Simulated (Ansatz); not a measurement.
Hg:
```yaml
crystal:
  lattice:
    - [0.00000, 3.83080, 3.83080]
    - [3.83080, 0.00000, 3.83080]
    - [3.83080, 3.83080, 0.00000]
  atoms:
    - { symbol: Hg, position: [0.25000, 0.25000, 0.25000] }
    - { symbol: Hg, position: [0.00000, 0.00000, 0.00000] }
```

Relaxed with PBE. Special points in fractions of this cell's reciprocal vectors: Γ (0.000, 0.000, 0.000); X (0.500, 0.000, 0.500); U (0.625, 0.250, 0.625); K (0.375, 0.375, 0.750); L (0.500, 0.500, 0.500); W (0.500, 0.250, 0.750).

Task: List the band energies nearest the valence-band maximum at these points for PBE (plane waves, PAW; program Ansatz).

Result: In eV from the valence-band maximum; about four levels below and three above (degenerate sets whole), none deeper than 8.9 eV; points with the same levels are listed once.

```tsv
k	below	above
Γ	-6.31 -6.31 -5.87 0.00	3.42 3.42 3.42
X	-6.24 -6.24 -3.58 -3.58	1.21 1.21 3.23 3.23
U	-6.24 -6.20 -3.86 -3.25	0.47 1.52 3.38
L	-6.28 -6.28 -4.56 -2.63	1.90 2.35 2.35
W	-6.21 -6.21 -3.55 -3.55	0.75 0.75 4.96 4.96
```

Space group Fd-3m (diamond). A made-up cell: these elements were put on the sites of a structure type; neither database checked (COD, Materials Project) lists it. It is not the usual solid phase (space group No. 166). The cell was relaxed with PBE under the symmetry of its start; phonons on a q-mesh show weakly imaginary modes. The substance is a gas or liquid at ambient conditions. Scalar-relativistic: spin–orbit coupling is off unless named, which matters more the heavier the elements.

Potentials: the later of the program's two PAW sets.
